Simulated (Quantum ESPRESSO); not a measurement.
Parts of the isotropic shielding in GaN, by PBE GIPAW on JTH datasets (Quantum ESPRESSO, modified build), 25 Ha, k-mesh 10×10×10 shifted:

```
CELL_PARAMETERS angstrom
      0.00000     2.25350     2.25350
      2.25350     0.00000     2.25350
      2.25350     2.25350     0.00000
ATOMIC_POSITIONS crystal
  Ga 0.00000 0.00000 0.00000
  N  0.75000 0.75000 0.75000
```
Geometry: a computed entry of the Materials Project; it was not checked against measured cells. It is GaN in F-43m. Stability against distortions was not tested.

The core term is that of the free atom's frozen core; the paramagnetic column sums the reconstruction terms. These are absolute shieldings with no macroscopic susceptibility term; δ = σ_ref − σ needs a reference computed alike. In our sweeps, cutoffs and meshes of this size left a few ppm, and up to some 20 ppm on atoms from Zn on.

| site | core | bare (smooth current) | diamagnetic correction | paramagnetic corrections | σ_iso (ppm) |
|---|---|---|---|---|---|
| Ga (atom 1) | 2363.1 | 13.0 | 272.7 | ? | ? |
| N (atom 2) | 235.8 | -14.7 | 11.0 | ? | ? |

Question: What belongs in the gaps?

Answer: 
- Ga (atom 1), paramagnetic corrections: -1330.4
- Ga (atom 1), σ_iso (ppm): 1318.4
- N (atom 2), paramagnetic corrections: -121.1
- N (atom 2), σ_iso (ppm): 111.0
